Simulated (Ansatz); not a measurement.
BaO:
```
BaO
1.0
    0.00000     2.71699     2.71699
    2.71699     0.00000     2.71699
    2.71699     2.71699     0.00000
Ba O
1 1
Cartesian
  0.00000   0.00000   0.00000
  2.71699   2.71699   2.71699
```

Relaxed with LDA. Special points in fractions of this cell's reciprocal vectors: Γ (0.000, 0.000, 0.000); X (0.500, 0.000, 0.500); U (0.625, 0.250, 0.625); K (0.375, 0.375, 0.750); L (0.500, 0.500, 0.500); W (0.500, 0.250, 0.750).

Task: List the band energies nearest the valence-band maximum at these points for the program Ansatz at the LDA level (PAW).

Result: In eV from the valence-band maximum; about four levels below and three above (degenerate sets whole), none deeper than 8.9 eV; points with the same levels are listed once.

| k | below | above |
|---|---|---|
| Γ | -0.64 -0.64 -0.64 | 3.60 4.63 4.63 4.63 |
| X | -0.33 -0.33 0.00 | 1.68 6.23 8.42 |
| U | -1.14 -0.95 -0.18 | 3.17 6.37 7.32 |
| L | -2.30 -1.79 -1.79 | 4.91 7.31 7.35 7.35 |
| W | -1.64 -0.27 -0.27 | 4.38 4.38 7.15 |

Space group Fm-3m (rock salt). The LDA relaxation kept the symmetry of its start; phonons on a q-mesh show no instability. Spin–orbit coupling is left out wherever it is not named.

Potentials: the later of the program's two PAW sets.
